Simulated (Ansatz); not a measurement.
HfC (rock salt)

```xyz
4
Lattice="0.0000 4.6515 4.6515 2.3258 0.0000 2.3258 2.3258 2.3258 0.0000" Properties=species:S:1:pos:R:3 pbc="T T T"
C      0.0000     0.0000     0.0000
C      2.3258     2.3258     4.6515
Hf     2.3258     2.3258     2.3258
Hf     2.3258     4.6515     4.6515
```

A phonon eigenvector at L = (0.5, 0.0, 0.0) is frozen into this cell: atom i moves by Q times the vector below, so Q is the largest atomic displacement, in Å. The cell is held. It is one choice among 2 degenerate patterns. (q is in reciprocal vectors of the primitive cell; the cell shown is doubled to hold the pattern.)

```json
[
 {"atom": "Hf3", "x": "-0.285", "y": "0.520", "z": "-0.805"},
 {"atom": "Hf4", "x": "0.285", "y": "-0.520", "z": "0.805"}
]
```

Atoms not listed stay in place.

Calculation: PBE (plane waves to 420 eV, PAW, scalar-relativistic; Ansatz, an electronic-structure program). k mesh 17×17×17 (Γ-centred), Fermi-Dirac smearing 0.05 eV. With partly filled bands, energies and forces of such displacements shift with the k mesh and the smearing. HfC is run without spin polarisation. HfC was relaxed with its symmetry unable to fall. Spin-orbit coupling is left out, though Hf is heavy. 

```csv
Q (Å),−dE/dQ from forces (eV/Å)
-0.280,6.410
-0.233,5.282
-0.187,4.192
-0.140,3.130
-0.093,2.081
-0.047,1.039
0.000,0.000
0.047,-1.039
0.093,-2.081
0.140,-3.130
0.187,-4.192
0.233,-5.282
0.280,-6.410
```

### Question
What harmonic wavenumber does the curvature at Q = 0 give?

### Answer
130 cm⁻¹. E″ = 22.26 eV/Å², M = Σ mᵢ|uᵢ|² = 357.0 u, ν̃ = 521.5·√(|E″|/M).

(For displaced atoms, the force is minus the slope of the energy, and its curvature is a force constant, which sets phonon frequencies.)
